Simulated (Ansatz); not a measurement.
GeW:
```xyz
2
Lattice="0.0000 2.5779 2.5779 2.5779 0.0000 2.5779 2.5779 2.5779 0.0000" Properties=species:S:1:pos:R:3 pbc="T T T"
Ge     0.0000     0.0000     0.0000
W      2.5779     2.5779     2.5779
```

Relaxed with PBE. Special points in fractions of this cell's reciprocal vectors: Γ (0.000, 0.000, 0.000); X (0.500, 0.000, 0.500); U (0.625, 0.250, 0.625); K (0.375, 0.375, 0.750); L (0.500, 0.500, 0.500); W (0.500, 0.250, 0.750).

Task: List the band energies nearest the Fermi level at these points for PBE in the plane-wave PAW code Ansatz.

Result: In eV from the Fermi level; about four levels below and three above (degenerate sets whole), none deeper than 8.9 eV; points with the same levels are listed once.

```tsv
k	below	above
Γ	-1.67 -1.67 -1.67 -0.93 -0.93	2.37 2.37 2.37
X	-4.29 -3.43 -0.48 -0.48	0.04 1.12 1.12
U	-4.76 -4.25 -2.66 -0.93	0.68 1.74 2.24
L	-8.76 -7.06 -3.79 -3.79	0.45 0.45 1.18
W	-4.14 -4.14 -4.06	0.82 0.95 0.95
```

Space group Fm-3m (rock salt). A made-up cell: these elements were put on the sites of a structure type; neither database checked (COD, Materials Project) lists it. Whether it is the stable phase at ambient conditions was not checked. The cell was relaxed with PBE under the symmetry of its start; whether a distortion lowers the energy is not shown. No spin polarisation was allowed. Scalar-relativistic: spin–orbit coupling is off unless named, which matters more the heavier the elements.

Potentials: the later of the program's two PAW sets.
